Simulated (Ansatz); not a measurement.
Values for one crystal, relaxed and computed with DFT-PBEsol in the program Ansatz with PAW potentials; other levels are named.

* **Volume per atom**: 14.05 Å³
* **Electronic character**: metallic (no gap)
* **Density of states at the Fermi level**: 0.88 states/eV per atom (mean over ±0.08 eV)
* **Mechanical stability**: stable (all eigenvalues of C positive)
* **Elastic constants (relaxed ions, GPa)**: C11 = 646, C12 = 257, C44 = 284
* **Poisson's ratio**: 0.24
* **Bulk modulus (Birch–Murnaghan fit)**: 386 GPa

Q: Pick the material that matches.
A. Rb, bcc (W type)
B. Cs, bcc (W type)
C. Eu, bcc (W type)
D. Ir, fcc (Cu type)

A: D, Ir, fcc (Cu type)

Space group Fm-3m (fcc (Cu type)). The cell was relaxed with PBEsol under the symmetry of its start. The run is not spin-polarised. As this level gives no gap, shear constants depend on the k-mesh and smearing (Fermi–Dirac, 0.1 eV here). Scalar-relativistic: spin–orbit coupling is off unless named, which matters more the heavier the elements.

Potentials: the later of the program's two PAW sets.
